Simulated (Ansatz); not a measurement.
**Question.** ZrIr (rock salt, Fm-3m) is relaxed with plane-wave PAW PBEsol (Ansatz code). What lattice parameters of the conventional cell result?

**Answer.** a = 5.363 Å.

The start of the workflow was typed in or built on a structure type; neither database checked (COD, Materials Project) lists it. COD files the formula under space group No. 221. Whether it is the stable phase at ambient conditions was not checked. Symmetry was held in the PBEsol relaxation; whether a distortion lowers the energy is not shown. No spin polarisation was allowed. Scalar-relativistic: spin–orbit coupling is off unless named, which matters more the heavier the elements.

Potentials: the later of the program's two PAW sets.
